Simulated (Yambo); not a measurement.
Yambo run on MgTe (wurtzite, space group P6_3mc, No. 186). The wavefunctions are norm-conserving PBE (stringent potentials; Quantum ESPRESSO, 107 Ry, no spin-orbit coupling) ones on a 3×3×2 mesh (34 occupied bands); a = 4.5626 Å, b = 4.5626 Å, c = 7.4041 Å, α = 90.00°, β = 90.00°, γ = 120.00°.

Yambo input:

```
rim_cut
gw0
dyson
el_el_corr
HF_and_locXC
ppa
em1d
RandQpts= 1000000
RandGvec= 1 Ry
EXXRLvcs= 106.6 Ry
VXCRLvcs= 426.4 Ry
Chimod= "HARTREE"
% BndsRnXp
 17 | 242 |
%
NGsBlkXp= 12 Ry
% LongDrXp
 1.0 | 1.0 | 1.0 |
%
PPAPntXp= 27.2114 eV
% GbndRnge
 1 | 242 |
%
GTermKind= "BG"
DysSolver= "n"
ExtendOut
% QPkrange
 1 | 1 | 34 | 35 |
%
```

k points by index: 1 = Γ.

The o-*.qp file then holds:

```
#    K-point    Band    Eo [eV]    E [eV]    E-Eo [eV]    Vxc [eV]    Vnlxc [eV]    Sc|Eo [eV]    Sc|E [eV]    dSc/dw|Eo [eV]    Re(Z)    Im(Z)
#
    1    34    0.000000    -0.929385    -0.929385    -12.64065    -14.78220    0.971615    1.212172    -7.042324    0.794404    -0.001638
    1    35    2.497623    2.840504    0.342881    -9.896125    -6.062204    -3.412036    -3.491041    -6.267172    0.812797    -0.001571
```
(The two width columns are left out.) Convergence of these settings isn't established.

Geometry relaxed with PBEsol.
